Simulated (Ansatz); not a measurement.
**Calculated electric field gradients for CaZrS3O12**

The cell is a computed structure from the Materials Project (it need not be an observed phase).

Space group R3c:H (No. 161); a = 9.1224, c = 23.3736 Å, γ = 120.00°.

```
site  Wyckoff  site symmetry       x       y       z
  Ca       6a             3.  0.0000  0.0000  0.3567
  Zr       6a             3.  0.0000  0.0000  0.6453
   S      18b              1  0.9505  0.3246  0.5839
 O11      18b              1  0.2080  0.0174  0.3010
 O17      18b              1  0.7913  0.9628  0.6987
 O23      18b              1  0.0117  0.7981  0.4071
 O29      18b              1  0.9612  0.1644  0.5919
```

One atom of each set is listed; the run and its k-mesh use a cell of 34 atoms with edges of 9.40, 9.40, 9.40 Å.

The numbers come from a DFT calculation in Ansatz (PBE, plane waves and PAW, scalar-relativistic, 420 eV cutoff, Γ-centred 3×3×3 k-points, Fermi–Dirac smearing 0.02 eV).

V_zz is the principal component of the electric field gradient with the largest magnitude, η = (V_xx − V_yy)/V_zz and C_Q = eQV_zz/h.

Ca-43: I = 7/2, Q = -40.80 mb; Zr-91: I = 5/2, Q = -176.0 mb; S-33: I = 3/2, Q = -69.40 mb; 17O: I = 5/2, Q = -25.58 mb. Q values from Pyykkö, Mol. Phys. 116, 1328 (2018).

| site | atoms | first shell | V_zz (10²¹ V/m²) | η | C_Q (MHz) |
| --- | --- | --- | --- | --- | --- |
| Ca | 2 | 6 O at 2.23–2.24 Å | 1.05 | 0.00 | -1.03 |
| Zr | 2 | 6 O at 2.11–2.16 Å | 0.20 | 0.00 | -0.833 |
| S | 6 | 4 O at 1.45–1.52 Å | -4.05 | 0.40 | 6.79 |
| O11 | 6 | 1 S at 1.45 Å, 1 Ca at 2.24 Å, angle 157° | 12.77 | 0.06 | -7.90 |
| O17 | 6 | 1 S at 1.52 Å, 1 Zr at 2.16 Å, angle 156° | 14.80 | 0.08 | -9.16 |
| O23 | 6 | 1 S at 1.45 Å, 1 Ca at 2.23 Å, angle 157° | 13.04 | 0.06 | -8.06 |
| O29 | 6 | 1 S at 1.52 Å, 1 Zr at 2.11 Å, angle 150° | 14.48 | 0.10 | -8.96 |

An axis of threefold or higher order runs through Ca and Zr, so V_zz lies along it and η is zero. At O11, O17, O23 and O29 V_zz points along the shorter of its two bonds, to S (within 7°) in each case.

The largest force is 0.5 eV/Å, so the atoms aren't at the calculated equilibrium and relaxing them would move these values. Without spin–orbit coupling (the program notes it for Zr) the gradients are little affected as a rule: paired runs on crystals with a gap mostly move them by under 2 % at such atoms.

The run took 51 s of wall time (51 s of CPU time) and 1.1 GiB at its peak, on 1 thread of Intel Xeon 6975P-C (Granite Rapids) (x86_64; 16 cores open to the job, memory cap 2.5 GiB, no GPU), a shared host with a load of 0.5 a core.
